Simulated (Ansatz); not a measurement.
The relaxed structure here is a generated cell of Al: the first start was made by a random draw of sites in a space group, and the end was not matched to a known phase here, so it may be hypothetical. Known forms of Al include space group No. 225.

One stationary structure of Al. Space group Pm-3m (No. 221), AFLOW prototype A_cP1_221_a (A_h). Computed with r2SCAN (plane waves to 500 eV, PAW, scalar-relativistic; Ansatz, a quantum-chemistry and plane-wave program).

```cif
data_Al
_chemical_formula_sum 'Al1'
_space_group_name_H-M_alt 'P 1'
_space_group_IT_number 1
_cell_length_a 2.70604
_cell_length_b 2.70604
_cell_length_c 2.70604
_cell_angle_alpha 90.000
_cell_angle_beta 90.000
_cell_angle_gamma 90.000
loop_
_space_group_symop_operation_xyz
  'x, y, z'
loop_
_atom_site_label
_atom_site_type_symbol
_atom_site_fract_x
_atom_site_fract_y
_atom_site_fract_z
_atom_site_occupancy
Al1 Al 0.50000 0.50000 0.50000 1
```

```json
{
  "volume_per_atom": "19.82 Å³",
  "band_gap": "zero (metallic)",
  "shortest_distances": "Al–Al 2.71 Å",
  "k-mesh": "17×17×17"
}
```

No spin polarisation in the result.

The run could not lose the symmetry of its start: the end is stationary, and may be a saddle point rather than a minimum.
